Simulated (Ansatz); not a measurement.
The start is a generated trial cell of Sn in the A7 structure type. The structure is fully relaxed (lattice and positions, P = 0) with PBEsol (plane waves to 420 eV, PAW, scalar-relativistic; Ansatz, a program for electronic structure). The first steps use a coarse 10×10×10 k-mesh.

Starting cell:
```yaml
crystal:
  lattice:
    - [1.97199, 1.13853, 3.65681]
    - [-1.97199, 1.13853, 3.65681]
    - [0.00000, -2.27705, 3.65681]
  atoms:
    - { symbol: Sn, position: [0.22754, 0.22754, 0.22754] }
    - { symbol: Sn, position: [0.77246, 0.77246, 0.77246] }
```

```json
{
  "initial_pressure": "+16.1 GPa (positive: the cell is compressed)",
  "outcome": "The space group goes from R-3m (No. 166) to Pm-3m (No. 221); the end is AFLOW prototype A_cP1_221_a (A_h), with 1 atom in the primitive cell",
  "energy_released": "0.43 eV/atom",
  "volume_change": "+13.1 %, from 24.63 to 27.87 Å³/atom",
  "Shortest distances (start → end)": "The closest pairs of elements (up to four, under 3.6 Å), start → end: Sn–Sn 2.64 → 3.03 Å",
  "optimiser_moves": "11"
}
```

Relaxed structure:

```cif
data_Sn
_chemical_formula_sum 'Sn1'
_space_group_name_H-M_alt 'Pm-3m'
_space_group_IT_number 221
_space_group_name_Hall '-P 4 2 3'
_cell_length_a 3.03174
_cell_length_b 3.03174
_cell_length_c 3.03174
_cell_angle_alpha 90.000
_cell_angle_beta 90.000
_cell_angle_gamma 90.000
loop_
_atom_site_label
_atom_site_type_symbol
_atom_site_symmetry_multiplicity
_atom_site_Wyckoff_symbol
_atom_site_fract_x
_atom_site_fract_y
_atom_site_fract_z
_atom_site_occupancy
Sn1 Sn 1 b 0.50000 0.50000 0.50000 1
```

Final values are on a 15×15×15 k-mesh of the relaxed cell. No spin polarisation in the result.

The run could not lose the symmetry of its start: the end is stationary, and may be a saddle point rather than a minimum.

The relaxed structure here is a generated cell of Sn: the first start was made by placing the elements on the sites of a structure type, and the end was not matched to a known phase here, so it may be hypothetical. Known forms of Sn include space group No. 141, 227.
